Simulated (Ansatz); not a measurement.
## Magnetic orders of MoSe

Computed with DFT PBE+U, scalar-relativistic, plane waves, PAW in Ansatz.

```
Mo Se
1.0
     0.00000    2.61016    2.61016
     2.61016    0.00000    2.61016
     2.61016    2.61016    0.00000
Mo Se
1 1
Direct
  0.00000 0.00000 0.00000
  0.50000 0.50000 0.50000
```

```
plane-wave cutoff                                : 420 eV
Γ-centred k-mesh                                 : 14×14×14
occupation rule                                  : Gaussian smearing, 0.05 eV
U_eff on Löwdin-orthogonalised atomic d orbitals : Mo 2 eV
list of starting moments (μB, in atom order)     : 3.5 0
check for lower electronic states after the SCF  : on
```

All runs keep this geometry, which isn't relaxed for the lowest state (largest force there 0.000 eV/Å, pressure 17.9 GPa) and needn't be a stable compound; relaxing each order would shift the differences by some 30 meV/atom, going by the pressures and a bulk modulus of about 150 GPa. A propagation vector, in units of the reciprocal vectors, doubles the cell, which takes an equally dense mesh. Site moments are spin moments in atom-centred spheres that scale with the neighbour distance. The states are those that the runs reached from these starts; a lower one can exist.

```json
{"start": "large parallel starting moments", "ends": "ferromagnetic", "energy above lowest (meV/atom)": "56.8", "site moments (μB)": "Mo +2.22", "gap on mesh (eV)": "metal", "P (GPa)": "15.5"}
{"start": "antiferromagnetic, doubled cell, propagation vector (0, 1/2, 1/2)", "ends": "antiferromagnetic", "energy above lowest (meV/atom)": "0.00", "site moments (μB)": "Mo +2.35, Mo -2.35", "gap on mesh (eV)": "metal", "P (GPa)": "17.9"}
```

Cost: 2 runs of about 2.7 core-minutes in all, on Intel Xeon Processor @ 2.70GHz (shared hosts).